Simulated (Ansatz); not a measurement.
# Computed properties of MnO

MnO:
```
CELL_PARAMETERS angstrom
      3.30627     0.00000     0.00000
      0.00000     5.30049     0.00000
      0.00000     0.00000     5.46311
ATOMIC_POSITIONS crystal
  Mn 0.50000 0.18699 0.01291
  Mn 0.50000 0.81301 0.51291
  O  0.50000 0.16024 0.37352
  O  0.50000 0.83976 0.87352
  Mn 0.00000 0.68699 0.01291
  Mn 0.00000 0.31301 0.51291
  O  0.00000 0.66024 0.37352
  O  0.00000 0.33976 0.87352
```
The run is spin-polarised; directions of the spins, atom by atom: ↑ ↑ 0 0 ↓ ↓ 0 0.

Space group Cmc2_1 (No. 36); conventional cell a = 3.306 Å, b = 5.300 Å, c = 5.463 Å, α = β = γ = 90.00°.

Method: the program Ansatz at the PBEsol level (PAW). The cell and atoms are relaxed at this level. Other levels are named where they apply.

### Cell and energy

```
Item                                                           Value
-----------------------------------------------------  -------------
Volume per atom                                             11.97 Å³
Density                                                   4.92 g/cm³
Formation energy from the elements (no fitted shifts)  -1.26 eV/atom
```

### Electronic structure

```
Item                                                                                                        Value
------------------------------------  ---------------------------------------------------------------------------
Electronic character                  no gap, with almost no states at the Fermi level (zero-gap or semimetallic)
Density of states at the Fermi level                                 0.01 states/eV per atom (mean over ±0.08 eV)
```

### Magnetism

```
Quantity                    Value
--------------  -----------------
Magnetic order  antiferromagnetic
Net moment       0.00 μB per atom
```

The workflow started from an entry of the Crystallography Open Database (COD); the relaxed space group is not among those it files for this formula. It is not the phase usual at ambient conditions (space group No. 225). Symmetry was held in the PBEsol relaxation, as lowered by the spin order; whether a distortion lowers the energy is not shown. The final state is antiferromagnetic, chosen from 5 collinear starts compared on coarse meshes (ties went to the first, and starts can fall back to one state), not a proven ground state. No Hubbard U is applied. The compound may be a true metal, but semilocal functionals without U, or a wrong spin order, can also close a gap. Point labels and valley counts follow the cell and symmetry of the run, lower than the named group. The references are the lowest solids computed at this level, not always the standard phases (solids in place of the gases).

Potentials: the later of the program's two PAW sets.
